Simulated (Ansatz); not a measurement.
According to PBE (plane waves, PAW; program Ansatz), TaP₂ in the orthorhombic phase (Cmc2_1; Ta on 4a, P on 4a, P on 4a) relaxes to a = 3.325 Å, b = 11.502 Å, c = 5.062 Å. Its formation energy from the elements is -0.62 eV/atom, with no fitted shifts.

Electronic character: metallic (no gap).

The start of the workflow was typed in or built on a structure type; neither database checked (COD, Materials Project) lists it. Whether it is the stable phase at ambient conditions was not checked. Symmetry was held in the PBE relaxation; whether a distortion lowers the energy is not shown. The run is not spin-polarised. The references are the lowest solids computed at this level, not always the standard phases. Spin–orbit coupling is left out wherever it is not named.

Potentials: the earlier of the program's two PAW sets.
